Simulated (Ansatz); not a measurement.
Consider the following.

Os:
```xyz
2
Lattice="2.7541 0.0000 0.0000 -1.3770 2.3851 0.0000 0.0000 0.0000 4.3467" Properties=species:S:1:pos:R:3 pbc="T T T"
Os     0.0000     1.5901     3.2601
Os     1.3770     0.7950     1.0867
```

This is the PBE-relaxed structure. x, y and z are the axes in which the lattice vectors are written.

Task: All from DFT-PBE in the program Ansatz with PAW potentials, unless another level is named. Give the Poisson's ratio.

Result: 0.23.

Task: Give the elastic constants (relaxed ions, GPa).

Result: C11 = 730, C12 = 220, C13 = 216, C33 = 819, C44 = 256.

Space group P6_3/mmc (hcp (Mg type)). The cell was relaxed with PBE under the symmetry of its start. The run is not spin-polarised. As this level gives no gap, shear constants depend on the k-mesh and smearing (Fermi–Dirac, 0.1 eV here). Spin–orbit coupling is left out wherever it is not named.

Potentials: the later of the program's two PAW sets.
